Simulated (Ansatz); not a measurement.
One run on Fe (Fmmm): spiral at q = 0

Theory: DFT, LDA, all-electron LAPW, scalar-relativistic (Ansatz 0.2.0).

Command: `ansatz run input.yaml --threads 2 --pin off --max-ram 5120MiB --backend cpu --events-out ev --progress --plain --runs-dir out`

```yaml
crystal:
  lattice:
    - [0.0, 1.9417396906, 1.9651051623]
    - [1.4984397099, 0.0, 1.9651051623]
    - [1.4984397099, 1.9417396906, 0.0]
  atoms:
    - { symbol: Fe, position: [0.0, 0.0, 0.0], spin: 2.2, spin_axis: [1.0, 0.0, 0.0] }
magnetization:
  noncollinear: true
  spin_spiral: { q: [0.0, 0.0, 0.0] }
kpoints:
  mp_grid: { grid: [12, 12, 12] }
scf:
  occupations: { method: fermi_dirac, width: 0.1 }
  lower_state_search: "off"
hamiltonian:
  xc: lda
  pseudopotentials: { kind: all_electron, lapw: { basis_error: 0.001 } }
output:
  eigenvalues: false
```

The program prints:

```
settings of this run that can trade accuracy for cost: output.eigenvalues: false. Do not mix this run's numbers with those of runs without the same settings; the input reference describes each key
LAPW: plane waves up to 9.110 Å⁻¹, error target 1.0e-3 eV per atom; small_component_spin mean_spin; Fe in spheres of 1.226 Å, 16 of its electrons in bands, Dirac shells [] (how accurate: hamiltonian.pseudopotentials.lapw.basis_error, Limitations)
Engine: ansatz 0.2.0
Pseudopotentials: kind: all_electron
Pseudopotential: Fe, LAPW, valence charge 16, lapw/all_electron/scalar/gaussian/Fe, Koelling and Harmon's equation, gaussian nucleus
Functional definition: SPW92
  exchange = slater_x
  correlation = pw_c
Crystal: 1 atoms, lattice volume = 11.435 Å³
Basis set: ecut = 316.16485826000576 eV, 149 PW (Γ), exchange–correlation at level 2
Bands: 24, of which v1, the nominal top of the filled ones, is band 16 counted from 1 (15 counted from 0)
Symmetry: 8 space group operations
k-points: 280 of 1728
Spin spiral: q = (0, 0, 0) of the reciprocal vectors; moments are told in the frame that turns with it, a site's in that at the site
Non-local potential: Fe, projectors of the file, none
Initial density: superposition of atomic densities (chi_scale 0.1, normalization cell)
Starting moments: Σ|m| = 2.2 μB on 1 of 1 site
Initial wavefunctions: plane waves of lowest kinetic energy (no species holds an atomic orbital)
Functional: x = slater, c = lda
iter 1 solved again at ethr=8.74e-5 eV; its pass at ethr=1.00e-1 eV (dr2=1.40e-2 eV) is discarded
SCF iter   1: F=—  HF=-34573.591447 eV  |F-HF|=—  |Δ(HF+E_count)|=         —  Δρ=1.71e-2  dr2=1.43e-2  dr2_m=6.30e-3  ethr=8.74e-5  |M|=2.07e0 ∫|m|=2.09e0 μB  β_m=0.30  ⟨swp⟩=3.1  Hψ=50291  notcnv=0
preconditioner: auto → none  [metal: Δε(μ)=0.004 eV  Ē_g=10.001 eV  σ=0.100 eV  W_gap=0.01  n_scr=0 (ndim 8)  ℏωp=31.1 eV  f_vac=0.000  D(μ)=1.16/eV (n_scr^D=14)]
iter 2 solved again at ethr=7.90e-6 eV; its pass at ethr=8.74e-5 eV (dr2=1.26e-3 eV) is discarded
SCF iter   2: F=—  HF=-34573.556180 eV  |F-HF|=—  |Δ(HF+E_count)|=   3.53e-2  Δρ=1.17e-2  dr2=1.26e-3  dr2_m=3.56e-3  ethr=7.90e-6  |M|=2.14e0 ∫|m|=2.16e0 μB  β_m=1.00  ⟨swp⟩=2.0  Hψ=32266  notcnv=0
SCF iter   3: F=—  HF=-34573.587722 eV  |F-HF|=—  |Δ(HF+E_count)|=   3.15e-2  Δρ=4.44e-3  dr2=7.97e-4  dr2_m=2.92e-4  ethr=7.88e-6  |M|=2.14e0 ∫|m|=2.19e0 μB  β_m=1.00  ⟨swp⟩=3.0  Hψ=19566  notcnv=0
SCF iter   4: F=—  HF=-34573.590580 eV  |F-HF|=—  |Δ(HF+E_count)|=         —  Δρ=1.40e-3  dr2=4.28e-5  dr2_m=5.16e-5  ethr=4.98e-6  |M|=2.15e0 ∫|m|=2.20e0 μB  β_m=0.30  ⟨swp⟩=2.4  Hψ=18029  notcnv=0
Mixer restart at iter 4: flushing history
the basis was enlarged: its passes take 5.1 MiB over the memory plan, 2 of 2 planned eigensolver slots
spin-set hold released at iteration 4 (site moments contracting): the magnetisation degrees of freedom join the quasi-Newton model from the next iteration; the mixer history was flushed
SCF iter   5: F=—  HF=-34573.590598 eV  |F-HF|=—  |Δ(HF+E_count)|=   1.84e-5  Δρ=1.32e-3  dr2=2.35e-5  dr2_m=4.58e-5  ethr=2.67e-7  |M|=2.15e0 ∫|m|=2.21e0 μB  β_m=0.65  ⟨swp⟩=2.0  Hψ=17900  notcnv=0
SCF iter   6: F=—  HF=-34573.590844 eV  |F-HF|=—  |Δ(HF+E_count)|=   2.46e-4  Δρ=5.53e-4  dr2=2.01e-5  dr2_m=5.50e-6  ethr=1.47e-7  |M|=2.15e0 ∫|m|=2.21e0 μB  β_m=0.68  ⟨swp⟩=3.0  Hψ=18914  notcnv=0
SCF iter   7: F=—  HF=-34573.590744 eV  |F-HF|=—  |Δ(HF+E_count)|=   1.00e-4  Δρ=2.56e-4  dr2=1.08e-6  dr2_m=1.72e-6  ethr=1.26e-7  |M|=2.16e0 ∫|m|=2.22e0 μB  β_m=0.79  ⟨swp⟩=3.0  Hψ=19222  notcnv=0
SCF iter   8: F=—  HF=-34573.590740 eV  |F-HF|=—  |Δ(HF+E_count)|=   4.03e-6  Δρ=5.39e-5  dr2=1.07e-7  dr2_m=7.62e-8  ethr=6.72e-9  |M|=2.16e0 ∫|m|=2.22e0 μB  β_m=0.75  ⟨swp⟩=2.8  Hψ=18333  notcnv=0
iter 9 did not close the SCF: its close was put off for a magnetic moment that had not settled (scf_convergence_deferred on its scf_iter line)
SCF iter   9: F=-34573.590740 eV  HF=-34573.590740 eV  |F-HF|=2.27e-8  |Δ(HF+E_count)|=   3.35e-7  Δρ=2.00e-5  dr2=6.07e-10  dr2_m=1.05e-8  ethr=6.69e-10  |M|=2.16e0 ∫|m|=2.22e0 μB  β_m=0.85  ⟨swp⟩=2.1  Hψ=17905  notcnv=0
SCF iter  10: F=-34573.590740 eV  HF=-34573.590740 eV  |F-HF|=1.06e-9  |Δ(HF+E_count)|=   3.88e-8  Δρ=4.96e-6  dr2=9.50e-11  dr2_m=6.46e-10  ethr=3.80e-12  |M|=2.16e0 ∫|m|=2.22e0 μB  ⟨swp⟩=3.0  Hψ=20273  notcnv=0
SCF 1 converged in 10 iterations: F = -34573.590740 eV  dr2 = 9.50e-11
SCF converged after 10 iterations
Magnetization: |M| = 2.1614 μB,  M = (+2.1614, -0.0000, +0.0000) μB
Absolute magnetization: 2.2205 μB (∫|m|)
  site 0: m = (+2.1899, -0.0000, +0.0000) μB, |m| = 2.1899 μB  (R = 1.23 Å)
Free energy (F): -34573.590740 eV
Harris-Foulkes:  -34573.590740 eV  (|F-HF|=1.06e-9)
Internal energy: -34573.556847 eV  (E = F + TS)
E sigma→0 (E₀):  -34573.573793 eV
Entropy (-TS):   -0.033893 eV (-33.893 meV/atom)
Fermi energy:    18.163777 eV
--- Per-component energies (eV) ---
  E_band       = -214.271542
  E_kinetic    = 35030.013267
  E_xc         = -1460.587476
  E_electrostatic = -68142.982638  (all electrons and nuclei)
  E_smearing   = -0.033893  (= −TS)
  E_closure    = 0.000000  (closes the sum)
  E_atoms      = -34563.488450  (free atoms, spherical and without spin; not in F)
  Σ components = -34573.590740   (vs F -34573.590740, Δ=0.00e0)
  Basis errors (estimates in eV, not in F): energy 2.8e-4 per atom: plane waves 2.4e-4 (1.2e-4 summed), levels above the bands 1.1e-45, relativity 8.6e-9, radial functions 4.2e-5, core shells 6.5e-9; eigenvalues (radial functions only) 1.1e-6; not estimated: angular momenta, meshes, grids; target (lapw.basis_error) 1.0e-3; muffin-tin radii Fe 1.226 Å
settings of this run that can trade accuracy for cost: output.eigenvalues: false. Do not mix this run's numbers with those of runs without the same settings; the input reference describes each key
```

Site moments (μB): Fe 2.19. Cell moment 2.16 μB in the turning frame.

The Ansatz runs typed with the search for lower states off end where their start leads. These are results for the start and cell typed. The real compound can order otherwise, in a larger cell, or not at all, since semilocal functionals at zero temperature often overstate magnetism.

It took 76 s on 2 threads of Arm Neoverse V2, on a shared host, peak memory 0.69 GiB.
